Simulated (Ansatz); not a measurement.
Q: Name crystals whose computed values (r²SCAN (plane waves, PAW; program Ansatz)) fall in these windows: HSE06 gap (eV) 4.8 to 6.1; B₀ by P(V) fit (GPa) 120 to 150.

A: 

| crystal | HSE06 gap (eV) | B₀ by P(V) fit (GPa) |
|---|---|---|
| Y2CN2O2, P-3m1 (Y on 2d, C on 1a, N on 2c, O on 2d) | 5.21 | 129 |
Others may fit too.

Standing as an ambient phase not checked: Y2CN2O2, P-3m1 (Y on 2d, C on 1a, N on 2c, O on 2d). The cell was relaxed under the symmetry of its start. Rows with no word on spin ran without spin polarisation. Spin–orbit coupling is left out wherever it is not named.

Potentials: the later of the program's two PAW sets.
